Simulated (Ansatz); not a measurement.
## Calculated with Ansatz: Si2Hg, settings compared

Run with:

```bash
ansatz run input.yaml --threads 1 --pin off --max-ram 2560MiB --backend cpu --events-out ev --progress --plain --runs-dir out
```

The input file (Ansatz 0.2.0, plane waves):

```yaml
crystal:
  lattice:
    - [1.939201, 3.358789, 0.0]
    - [-1.939201, 3.358789, 0.0]
    - [0.0, 0.0, 4.154891]
  atoms:
    - { symbol: Si, position: [0.3333, 0.3334, 0.5] }
    - { symbol: Si, position: [0.6666, 0.6667, 0.5] }
    - { symbol: Hg, position: [0.0, 0.0, 0.0] }
  symmetry: { tolerance: 0.0003 }
kpoints:
  mp_grid: { grid: [5, 5, 4], shift: [0, 0, 0] }
magnetization:
  spin_polarized: false
scf:
  occupations: { method: gaussian, width: 0.271 }
hamiltonian:
  pseudopotentials: { kind: paw }
  xc: pbe
basis:
  ecutwfc: 420
output:
  forces: true
  stress: true
  eigenvalues: true
```

Origin of the cell: a known structure type with other elements, at an estimated volume, so it need not be a known compound.

Output of this run (shortened):

```
Warning: the atoms were moved onto the symmetric positions of the space group found under crystal.symmetry.tolerance 3.0e-4 (fractional; no operation is sought that the atoms, as they stand i […]
Pseudopotentials: kind: paw
Pseudopotential: Si, paw, valence charge 4, recommended cutoff 420 eV (normal), Si.paw.azcp
Pseudopotential: Hg, paw, valence charge 20, recommended cutoff 420 eV (normal), Hg.paw.azcp
Functional definition: PBE
  exchange = pbe_x(kappa = kappa, mu = beta*pi^2/3)
  correlation = pbe_c(beta = beta)
Crystal: 3 atoms, lattice volume = 54.125 Å³
Basis set: ecut = 420 eV, 1081 PW (Γ), exchange–correlation on 54×54×60 points (8 copies of the dense FFT grid, shifted against one another)
Bands: 18, of which v1, the nominal top of the filled ones, is band 14 counted from 1 (13 counted from 0)
Symmetry: 24 space group operations
Space group: P6/mmm (ITA 191), of the structure as read, at distance tolerance 1.1e-3 Å
[… 5 lines left out …]
Initial density: superposition of atomic densities (neutral atoms: chi_scale 0, normalization atom), corrected by the library's trained network
Functional: x = pbe(κ = 0.804, μ = 0.219515), c = pbe(β = 0.066725)
SCF iter   1: F=—  HF=-15083.401274 eV  Δρ=3.22e-3  dr2=9.44e-3
SCF iter   2: F=—  HF=-15083.400749 eV  Δρ=1.89e-3  dr2=3.03e-3
SCF iter   3: F=—  HF=-15083.400167 eV  Δρ=4.49e-4  dr2=1.64e-4
SCF iter   4: F=—  HF=-15083.400142 eV  Δρ=1.16e-4  dr2=8.35e-6
SCF iter   5: F=—  HF=-15083.400187 eV  Δρ=3.21e-5  dr2=4.92e-7
SCF iter   6: F=-15083.400187 eV  HF=-15083.400187 eV  Δρ=6.42e-6  dr2=2.85e-8
SCF 1 converged in 6 iterations: F = -15083.400187 eV  dr2 = 2.85e-8
SCF converged after 6 iterations
Free energy (F): -15083.400187 eV
Harris-Foulkes:  -15083.400187 eV  (|F-HF|=8.47e-9)
Internal energy: -15083.353242 eV  (E = F + TS)
E sigma→0 (E₀):  -15083.376715 eV
Entropy (-TS):   -0.046945 eV (-15.648 meV/atom)
Fermi energy:    12.341011 eV
--- Per-component energies (eV) ---
  E_band       = -395.700602
  E_kinetic    = 689.928557
  E_local      = -3175.204690  (includes V_loc(G=0)·N_el)
  E_nonlocal   = 124.420673
  E_hartree    = 1385.708441
  E_xc         = -333.924324
  E_vxc        = -359.899275  (∫ρ·V_xc dr)
  E_paw        = -10969.543972  (= ΣΔE_a)
  E_vpaw       = -446.371117  (= ΣTr[D̂ρ^β])
  E_aug_tail   = 0.000948  (compensation charges beyond the density's cutoff)
  E_ewald      = -2804.738875
  E_smearing   = -0.046945  (= −TS)
  Σ components = -15083.400187   (vs F -15083.400187, Δ=0.00e0)
--- Forces (eV/Å), atoms counted from 1 ---
  atom   1  Si     0.000000    -0.000000    -0.000000
  atom   2  Si    -0.000000     0.000000     0.000000
  atom   3  Hg     0.000000    -0.000000    -0.000000
  max |Σ_I F_I| component: 9.25e-18 eV/Å
--- Stress (GPa, compression-positive) ---
       15.846332       0.000000      -0.000000
        0.000000      15.846332       0.000000
       -0.000000       0.000000       7.600839
  P = ⅓ Tr σ = 13.0978 GPa (130.978 kbar)
```

The same input was run again with these changes:

1. `basis.ecutwfc` 420 → "200 eV"; `scf.occupations.width` 0.271 → default; `scf.occupations.method` gaussian → tetrahedron_uncorrected; `hamiltonian.pseudopotentials` { kind: paw } → { kind: paw, source: jth }
2. `hamiltonian.xc` pbe → lda
3. `scf.eigensolver.kind` default → davidson; `basis.precision` default → f64
4. `accuracy` default → high; `basis.ecutrho_ratio` default → 8

| run | end | SCF iterations | P (GPa) | max force component (eV/Å) | moment (μB) | ΔE(σ→0) (meV/atom) |
| --- | --- | --- | --- | --- | --- | --- |
| base | converged | 6 | 13.10 | 0.000 | – | 0 |
| 1 | converged | 7 | 17.05 | 0.000 | – | – |
| 2 | converged | 6 | 7.41 | 0.000 | – | – |
| 3 | converged | 6 | 13.10 | 0.000 | – | 0.00 |
| 4 | converged | 8 | 13.10 | 0.000 | – | 0.01 |

Energies are compared only where functional, datasets, charge and starting cell are the same.

Not properties of the system: run 1 (too coarse or loose: `basis.ecutwfc` = "200 eV").

Caveats of the base run: no spin-orbit coupling, though heavy elements are present; the k mesh is coarse if the cell is a metal; wide smearing.

Run 1: the cutoff lies below the datasets' advice.

The base run ran for 1.7 s on 1 thread of Arm Neoverse N1 (shared host), peak memory 0.29 GiB, from the program's own first density.
